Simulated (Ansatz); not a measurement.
CoO:
```yaml
crystal:
  lattice:
    - [0.00000, 2.10125, 2.10125]
    - [2.10125, 0.00000, 2.10125]
    - [2.10125, 2.10125, 0.00000]
  atoms:
    - { symbol: Co, position: [0.00000, 0.00000, 0.00000] }
    - { symbol: O, position: [0.50000, 0.50000, 0.50000] }
```
The run is spin-polarised; directions of the spins, atom by atom: ↑ ↑.

Relaxed with HSE06.

Give the Bader charges and basin volumes of the independent atoms, plane-wave PAW HSE06 (Ansatz code).



```
atom  Bader charge (e)  Bader volume (Å³)
----  ----------------  -----------------
Co1              +1.36                8.4
O2               -1.36               10.2
```

Space group Fm-3m (rock salt). The HSE06 relaxation kept the symmetry of its start. Spin order of the final state: ferromagnetic, the only order run, not a proven ground state. The cell computed holds one magnetic atom, so no antiferromagnetic order was within reach. Textbook magnetic order: antiferromagnetic. Other orbital occupations within this spin state were not tried.

Potentials: the later of the program's two PAW sets.
